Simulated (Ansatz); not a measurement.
Y6Al4Pt13: a ladder of calculations

Cell of run 1: a refined structure from the COD.

```
Y Al Pt
1.0
    -4.72110    4.72110    4.72110
     4.72110   -4.72110    4.72110
     4.72110    4.72110   -4.72110
Y Al Pt
6 4 13
Direct
  0.00000 0.30037 0.30037
  0.30037 0.00000 0.30037
  0.00000 0.69963 0.69963
  0.69963 0.00000 0.69963
  0.30037 0.30037 0.00000
  0.69963 0.69963 0.00000
  0.50000 0.50000 0.50000
  0.50000 0.00000 0.00000
  0.00000 0.00000 0.50000
  0.00000 0.50000 0.00000
  0.64530 0.32265 0.32265
  0.32265 0.00000 0.67735
  0.00000 0.32265 0.67735
  0.32265 0.64530 0.32265
  0.35470 0.67735 0.67735
  0.67735 0.35470 0.67735
  0.00000 0.67735 0.32265
  0.67735 0.00000 0.32265
  0.67735 0.32265 0.00000
  0.32265 0.32265 0.64530
  0.67735 0.67735 0.35470
  0.32265 0.67735 0.00000
  0.00000 0.00000 0.00000
```

Atom numbers follow the list; atoms alike are taken as one site, whose name carries the number of the first.

Relaxed positions (PBE, cell held):

```
CELL_PARAMETERS angstrom
-4.72110 4.72110 4.72110
4.72110 -4.72110 4.72110
4.72110 4.72110 -4.72110
ATOMIC_POSITIONS crystal
Y 0.00000 0.29947 0.29947
Y 0.29947 0.00000 0.29947
Y 0.00000 0.70053 0.70053
Y 0.70053 0.00000 0.70053
Y 0.29947 0.29947 0.00000
Y 0.70053 0.70053 0.00000
Al 0.50000 0.50000 0.50000
Al 0.50000 0.00000 0.00000
Al 0.00000 0.00000 0.50000
Al 0.00000 0.50000 0.00000
Pt 0.64311 0.32156 0.32156
Pt 0.32156 0.00000 0.67844
Pt 0.00000 0.32156 0.67844
Pt 0.32156 0.64311 0.32156
Pt 0.35689 0.67844 0.67844
Pt 0.67844 0.35689 0.67844
Pt 0.00000 0.67844 0.32156
Pt 0.67844 0.00000 0.32156
Pt 0.67844 0.32156 0.00000
Pt 0.32156 0.32156 0.64311
Pt 0.67844 0.67844 0.35689
Pt 0.32156 0.67844 0.00000
Pt 0.00000 0.00000 0.00000
```

All runs are DFT with Ansatz 0.2.0 (plane waves and PAW, scalar-relativistic unless spin–orbit coupling is named, Γ-centred meshes, Fermi–Dirac smearing where given) in this cell.

Run 1: PBE, atoms as given; 420 eV, 5×5×5 k-points, smearing 0.05 eV.
Run 2: PBE, atoms relaxed; 420 eV, 5×5×5 k-points, smearing 0.05 eV.
Run 3: r2SCAN, at the relaxed atoms; 500 eV, 5×5×5 k-points, smearing 0.05 eV.

| run | Y V_zz (η) | Al V_zz (η) | Pt11 V_zz (η) |
| --- | --- | --- | --- |
| 1 | 3.85 (0.00) | 4.60 (0.00) | 29.5 (0.36) |
| 2 | 4.13 (0.00) | 4.63 (0.00) | 29.7 (0.33) |
| 3 | ? | ? | ? |

V_zz in 10²¹ V/m²; 3 of the 4 sets of like atoms are followed.

Question: Estimate the row of run 3.

Answer: Y: 4.57 (0.00); Al: 4.54 (0.00); Pt11: 33.9 (0.27). It lies nearest to run 2, from whose tensors on these sites it differs by 4.16 at most (largest principal value of the difference, on Pt11). Taken one at a time, the functional (r2SCAN with its higher cutoff) moves the tensors on these sites by up to 4.16 (largest principal value of the change, on Pt11), the positions of the atoms (as given or relaxed) by 0.46 (Pt11).

Leaving out spin–orbit coupling shifts gradients on Pt by a few per cent in wide-gap crystals, and can shift them far more where the calculated gap is small or absent, as here. With these PAW files V_zz is typically within 2 to 3 % of all-electron values, but misses above 10 % occur on Al, Pt. In runs 1, 2, 3 there is no gap above 0.1 eV, so the gradients can move by 10 % or more with the k-mesh.
